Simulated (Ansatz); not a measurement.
Relaxed-ion elastic tensor of Ti (fcc (Cu type), Fm-3m) in GPa (Voigt order), r²SCAN in the plane-wave PAW code Ansatz; density 4.58 g/cm³, 17.36 Å³ per atom.

```tsv
	1	2	3	4	5	6
1	130	102	102	0.0	0.0	0.0
2	102	130	102	0.0	0.0	0.0
3	102	102	130	0.0	0.0	0.0
4	0.0	0.0	0.0	68.2	0.0	0.0
5	0.0	0.0	0.0	0.0	68.2	0.0
6	0.0	0.0	0.0	0.0	0.0	68.2
```

Task: Is the crystal mechanically stable?

Result: Yes: the smallest eigenvalue of C is 28.0 GPa.

Task: Work out the Voigt, Reuss and Hill averages.

Result: K_V = 112, K_R = 112, K_H = 112; G_V = 46.5, G_R = 26.8, G_H = 36.6 GPa.

Task: Give Young's modulus, Poisson's ratio, Pugh's ratio and the universal anisotropy index.

Result: E = 9KG/(3K + G) = 99.1 GPa; ν = 0.35; K/G = 3.05 (ductile by the Pugh limit of 1.75); A_U = 5G_V/G_R + K_V/K_R − 6 = 3.69.

Task: Estimate the sound speeds and the Debye temperature.

Result: v_l = √((K + 4G/3)/ρ) = 5920 m/s, v_t = √(G/ρ) = 2830 m/s, mean 3180 m/s; Θ = (h/k)(3n/4πV)^(1/3) v_m = 366 K.

Task: Give the Zener ratio and Young's modulus along [100], [110] and [111].

Result: A = 2C44/(C11 − C12) = 4.87; 1/E = S11 − 2(S11 − S12 − S44/2)Γ with Γ = 0, 1/4, 1/3 gives 40.3, 94.2, 170 GPa.

Task: Solve the Christoffel equation for the three sound speeds along [100], [110], [111].

Result: Eigenvalues of C_ijkl n_j n_l equal ρv². In km/s, slowest first: [100] 3.86, 3.86, 5.34; [110] 1.75, 3.86, 6.35; [111] 2.65, 2.65, 6.65.

The workflow started from a Materials Project entry (that database holds measured and hypothetical structures alike); the Crystallography Open Database files this formula in space group No. 225, but the cells were not matched. It is not the phase usual at ambient conditions (space group No. 194). Symmetry was held in the r²SCAN relaxation; whether a distortion lowers the energy is not shown. No spin polarisation was allowed. As this level gives no gap, shear constants depend on the k-mesh and smearing (Fermi–Dirac, 0.1 eV here).

Potentials: the later of the program's two PAW sets.
